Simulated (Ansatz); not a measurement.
PtSb2 (space group Pa-3)

```xyz
12
Lattice="6.5533 0.0000 0.0000 0.0000 6.5533 0.0000 0.0000 0.0000 6.5533" Properties=species:S:1:pos:R:3 pbc="T T T"
Sb     2.4568     0.8198     5.7335
Sb     4.0965     5.7335     0.8198
Sb     0.8198     5.7335     2.4568
Sb     5.7335     0.8198     4.0965
Sb     5.7335     2.4568     0.8198
Sb     0.8198     4.0965     5.7335
Sb     4.0965     4.0965     4.0965
Sb     2.4568     2.4568     2.4568
Pt     0.0000     3.2766     3.2766
Pt     3.2766     3.2766     0.0000
Pt     3.2766     0.0000     3.2766
Pt     0.0000     0.0000     0.0000
```

The slice is a {110} plane (indices of the conventional cell) through the point (0.625, 0.625, 0.625) (fractional), spanned by u = [100] and v = [011] in vectors of this cell: u (6.55 Å) and v (9.27 Å, at 90° to u). It covers one period; positions are fractions (u, v).

Computed with PBE (plane waves to 420 eV, PAW, scalar-relativistic; Ansatz, a quantum-chemistry and plane-wave program). k mesh 6×6×6. These are valence fields of a PAW run, semicore shells included where kept as valence: close to a nucleus they are smooth pseudo fields. At this level the bands of PtSb2 touch or barely overlap; measurements give the solid a gap. PtSb2 is run without spin polarisation. PtSb2 was relaxed with its symmetry unable to fall. Spin-orbit coupling is left out, though Pt and Sb are heavy.

Question: Sketch the valence electron density on this plane as a map.

Answer: 
```
|#*--+**=:  :-*|
|=--=#%%+:.::--|
|:.:=#%%+---=--|
|. .-+**=-=##=:|
|  .:---:-+@@+:|
|  .:::..:=##=:|
|  .:::. .:--:.|
|  .:::.  .... |
|  .:::.       |
|  .:---:.  ...|
|:.:-+**=:..:::|
|-::=#%%+-::---|
|-::=#%%+-::---|
|:..-+**=:.::::|
|   .:--:..  ..|
|    .:::.     |
|..   .:::.   .|
|=-:  .:::.  :-|
|#*-..:::.  .-*|
|@#=::--:.  .=#|
```
Scale: ten equal steps from -1.29 (start of ' ') to 1.36 (end of '@'), in the order ' .:-=+*#%@'. Values: log₁₀ of the valence density in e/Å³. The map has 14 points along u (one character each, u = 0 at the left) and 20 along v (v = 0 in the bottom row). The scale is logarithmic, as a density can span decades between atoms and voids.
